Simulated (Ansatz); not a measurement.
According to PBE (plane waves, PAW; program Ansatz), SiBW in the orthorhombic phase (Cmcm; Si on 4c, B on 4c, W on 4c) relaxes to a = 3.161 Å, b = 13.478 Å, c = 3.142 Å. Against the elements it lies at -123 meV/atom, with no fitted shifts.

Electronic character: metallic (no gap).

The start of the workflow was typed in or built on a structure type; neither database checked (COD, Materials Project) lists it. Whether it is the stable phase at ambient conditions was not checked. Symmetry was held in the PBE relaxation; whether a distortion lowers the energy is not shown. No spin polarisation was allowed. The references are the lowest solids computed at this level, not always the standard phases. Scalar-relativistic: spin–orbit coupling is off unless named, which matters more the heavier the elements.

Potentials: the earlier of the program's two PAW sets.
